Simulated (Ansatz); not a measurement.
# Pressure against volume: ZrC

```
CELL_PARAMETERS angstrom
0.00000 2.35021 2.35021
2.35021 0.00000 2.35021
2.35021 2.35021 0.00000
ATOMIC_POSITIONS crystal
Zr 0.50000 0.50000 0.50000
C 0.00000 0.00000 0.00000
```

The cell comes from COD entry 1562921, which wasn't checked; take it as a given geometry.

Methods: DFT, PBEsol, all-electron LAPW, scalar-relativistic (Ansatz 0.2.0); DFT, PBEsol, PAW with Ansatz's default frozen-core files, scalar-relativistic (Ansatz 0.2.0).

For LAPW: a Γ-centred 15×15×15 k mesh, Fermi–Dirac smearing of 0.05 eV, basis error target 0.5 meV/atom, no spin polarisation. PAW takes a cutoff of 420 eV at this cell (files made with PBE, cores remade for this functional). The Ansatz runs share mesh, smearing and spin set-up. Plane-wave (PAW) pressures include the program's estimate of the Pulay term.

The cell above is scaled evenly, with fractional coordinates and shape held.

```
V/V(cell)  V (Å³/atom)  P, LAPW (GPa)  P, PAW (GPa)
   0.9400       12.202          10.76         10.71
   0.9600       12.462           5.13          5.08
   0.9800       12.722           0.05          0.00
   0.9900       12.852          -2.29         -2.35
   1.0000       12.981          -4.53         -4.58
   1.0100       13.111          -6.65         -6.70
   1.0200       13.241          -8.66         -8.72
   1.0400       13.501         -12.39        -12.45
   1.0600       13.760         -15.75        -15.81
```

Question: What do Birch–Murnaghan fits to the pressures give?

Answer: LAPW: V0 = 12.72 Å³/atom, B0 = 236 GPa, B0′ = 4.1; PAW: V0 = 12.72 Å³/atom, B0 = 236 GPa, B0′ = 4.1.

PAW's V0 lies -0.02 % from the all-electron value and its B0 0.1 %. Symmetry fixes shape and coordinates here, so this is the relaxed modulus.
